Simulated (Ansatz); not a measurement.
MgCdTe2:
```xyz
4
Lattice="2.2880 1.3210 7.4449 -2.2880 1.3210 7.4449 0.0000 -2.6420 7.4449" Properties=species:S:1:pos:R:3 pbc="T T T"
Mg     0.0000     0.0000    11.1506
Cd     0.0000     0.0000     0.0084
Te     0.0000     0.0000     2.8184
Te     0.0000     0.0000    13.9414
```

Relaxed with PBEsol.

Question: Give the Bader charges and basin volumes of the independent atoms, plane-wave PAW PBEsol (Ansatz code).

Answer: 

```
atom  Bader charge (e)  Bader volume (Å³)
----  ----------------  -----------------
Mg1              +1.53                8.4
Cd2              +0.48               25.4
Te3              -1.27               54.8
Te4              -0.75               46.4
```

Space group R3m. The workflow started from a Materials Project entry (that database holds measured and hypothetical structures alike); the Crystallography Open Database copy checked does not list it. With Mg and Cd taken as one species the cell has the higher symmetry F-43m, so it may be an ordered model of a mixed-site phase. Its standing as an ambient phase is unchecked. The PBEsol relaxation kept the symmetry of its start; its stability against distortions is not shown here. Scalar-relativistic: spin–orbit coupling is off unless named, which matters more the heavier the elements.

Potentials: the later of the program's two PAW sets.
